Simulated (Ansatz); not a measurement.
SnGe:
```
SnGe
1.0
    3.53236     0.00000     0.00000
    0.00000     3.53236     0.00000
    0.00000     0.00000     3.53236
Sn Ge
1 1
Direct
  0.00000   0.00000   0.00000
  0.50000   0.50000   0.50000
```

Relaxed with PBEsol. Special points in fractions of this cell's reciprocal vectors: Γ (0.000, 0.000, 0.000); X (0.000, 0.500, 0.000); M (0.500, 0.500, 0.000); R (0.500, 0.500, 0.500).

### Question
List the band energies nearest the Fermi level at these points for DFT-PBEsol with spin–orbit coupling in the program Ansatz with PAW potentials.

### Answer
In eV from the Fermi level; about four levels below and three above (degenerate sets whole), none deeper than 8.9 eV; … stands for higher levels left out; points with the same levels are listed once.

```json
[
 {"k": "Γ", "below": "-0.26 -0.26 -0.26 -0.26", "above": "4.28 4.28 4.28 4.28"},
 {"k": "X", "below": "-8.76 -8.76", "above": "2.10 2.10 2.26 2.26"},
 {"k": "M", "below": "-4.93 -4.93 -4.83 -4.83", "above": "3.30 3.30 5.17 5.17"},
 {"k": "R", "below": "-1.31 -1.31 -1.31 -1.31", "above": "18.54 18.54 …"}
]
```

Space group Pm-3m (CsCl type). The cell is a constructed one: a structure type filled with these elements; neither database checked (COD, Materials Project) lists it. Its standing as an ambient phase is unchecked. Symmetry was held in the PBEsol relaxation. At this level the phase is mechanically unstable.

Potentials: the later of the program's two PAW sets.
